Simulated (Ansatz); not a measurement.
In the program Ansatz at the PBE level (PAW), GaRh3C in the anti-perovskite structure (Pm-3m) relaxes to a = 4.041 Å. Ga has 12 nearest neighbours from 2.86 Å (cuboctahedral); C has 6 nearest neighbours from 2.02 Å (octahedral). Against the elements it lies at -12 kJ/mol of atoms, with no fitted shifts.

Electronic character: metallic (no gap). Gap from PBE with spin–orbit coupling: none (metallic).

The bulk modulus is 2210 kbar.

The start of the workflow was typed in or built on a structure type; neither database checked (COD, Materials Project) lists it. Its standing as an ambient phase is unchecked. Symmetry was held in the PBE relaxation; whether a distortion lowers the energy is not shown. The run is not spin-polarised. The references are the lowest solids computed at this level, not always the standard phases. Spin–orbit coupling is left out wherever it is not named.

Potentials: the earlier of the program's two PAW sets.
